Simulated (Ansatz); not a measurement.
Relaxed PbO2 (space group Pbcn):

```
CELL_PARAMETERS angstrom
      5.04284     0.00000     0.00000
      0.00000     5.82901     0.00000
      0.00000     0.00000     5.41070
ATOMIC_POSITIONS crystal
  Pb 0.50000 0.18653 0.75000
  Pb 0.50000 0.81347 0.25000
  Pb 0.00000 0.31347 0.25000
  Pb 0.00000 0.68653 0.75000
  O  0.26443 0.08750 0.43302
  O  0.73557 0.91250 0.56698
  O  0.23557 0.41250 0.93302
  O  0.76443 0.58750 0.06698
  O  0.76443 0.41250 0.56698
  O  0.23557 0.58750 0.43302
  O  0.73557 0.08750 0.06698
  O  0.26443 0.91250 0.93302
```

A phonon eigenvector at Γ is frozen into this cell: atom i moves by Q times the vector below, so Q is the largest atomic displacement, in Å. The cell is held.

| atom | x | y | z |
|---|---|---|---|
| Pb1 | 0.000 | -0.012 | 0.000 |
| Pb2 | 0.000 | -0.012 | 0.000 |
| Pb3 | 0.000 | 0.012 | 0.000 |
| Pb4 | 0.000 | 0.012 | 0.000 |
| O5 | -0.465 | 0.885 | 0.016 |
| O6 | -0.465 | 0.885 | 0.016 |
| O7 | 0.465 | -0.885 | 0.016 |
| O8 | 0.465 | -0.885 | 0.016 |
| O9 | -0.465 | -0.885 | -0.016 |
| O10 | -0.465 | -0.885 | -0.016 |
| O11 | 0.465 | 0.885 | -0.016 |
| O12 | 0.465 | 0.885 | -0.016 |

Level of theory: LDA (plane waves to 420 eV, PAW, scalar-relativistic; Ansatz, a first-principles code). k mesh 8×7×7 (Γ-centred), Fermi-Dirac smearing 0.05 eV. Energies are smeared free energies. With partly filled bands, energies and forces of such displacements shift with the k mesh and the smearing. At this level the bands of PbO2 touch or barely overlap. PbO2 was relaxed with its symmetry unable to fall. Spin-orbit coupling is left out, though Pb is heavy. This is one of several known forms of PbO2; the measured ambient cells at hand have space group No. 136. ΔE is measured from the undisplaced structure.

The scan covers Q from -0.180 to 0.180 Å in 13 points.

Question: Which space group does the distorted structure have?

Answer: P2_12_12 (No. 18), lowered from Pbcn.

Question: Is the energy the same for equal positive and negative displacements?

Answer: Even: the same for both signs.

Question: What is the energy change at Q = 0.180 Å?

Answer: 2186 meV/cell.

Question: What harmonic wavenumber does the curvature at Q = 0 give?

Answer: 529 cm⁻¹.

(For displaced atoms, the force is minus the slope of the energy, and its curvature is a force constant, which sets phonon frequencies.)
